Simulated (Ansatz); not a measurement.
Surface calculation: fcc Bi (100), 4 layers

The slab is cut from the fcc crystal, which needn't be the stable phase, as relaxed on PAW files (30.07 Å³/atom), with 16 Å of vacuum and a dipole correction:

```yaml
crystal:
  lattice:
    - [3.49058, 0.00000, 0.00000]
    - [0.00000, 3.49058, 0.00000]
    - [0.00000, 0.00000, 23.40460]
  atoms:
    - { symbol: Bi, position: [0.25000, 0.25000, 0.34181] }
    - { symbol: Bi, position: [0.75000, 0.75000, 0.44727] }
    - { symbol: Bi, position: [0.25000, 0.25000, 0.55273] }
    - { symbol: Bi, position: [0.75000, 0.75000, 0.65819] }
```

Level of theory: DFT with PBEsol, scalar-relativistic, in Ansatz 0.2.0; a Γ-centred 11×11×1 k mesh, Fermi–Dirac smearing of 0.05 eV, no spin polarisation. LAPW: all electrons, basis error target 1 meV/atom; PAW: frozen-core files, cutoff 420 eV.

The bulk energy comes from a cell in the slab's orientation on a 11×11×8 mesh. The surface energy is (E(slab) − N·E(bulk))/2A at zero smearing, the mean of both faces; thin slabs carry quantum-size effects.

Spin–orbit coupling is left out, which matters for the heavy atoms. The PAW files were made under PBE. The cell is 1×1, so reconstructions are forbidden, and in slabs of four or five layers the relaxations can be far larger than at a real surface.

**Question.** As cut, the LAPW slab lies 0.719 eV above 4 atoms of bulk. What surface energy is that?

**Answer.** Over two faces of 12.18 Å² it is 29.5 meV/Å², and times 16.02 J/m² per eV/Å² that gives γ = 0.473 J/m².

**Question.** What do relaxation and the other method give, and what work function comes out?

**Answer.** 

| method | γ as cut (J/m²) | γ relaxed (J/m²) | Φ as cut (eV) | Φ relaxed (eV) |
| --- | --- | --- | --- | --- |
| LAPW | 0.473 | 0.429 | 4.16 | 4.07 |
| PAW | 0.473 | 0.429 | 4.16 | 4.07 |

**Question.** How do the spacings between the planes relax?

**Answer.** From the bottom face up: d12 -9.3 % of 2.468 Å, d23 +2.6 % of 2.468 Å, d34 -9.3 % of 2.468 Å.

**Question.** What changes if relativity is switched off, at the same positions?

**Answer.** LAPW then gives: no gap, work function 4.18 eV.

**Question.** What changes if the images along the normal are cut off in place of the dipole correction?

**Answer.** LAPW then gives: no gap, work function 4.07 eV; PAW: no gap, work function 4.07 eV.

**Question.** A 4f core hole is made on one atom of each kind in every 1×1 cell (PAW hole dataset, neutral cell, valence without spin). What does it cost by layer?

**Answer.** layer 1 157.40 eV, layer 2 157.61 eV. Shifts between layers mean more than the absolute values, and a whole layer of holes screens otherwise than one hole.
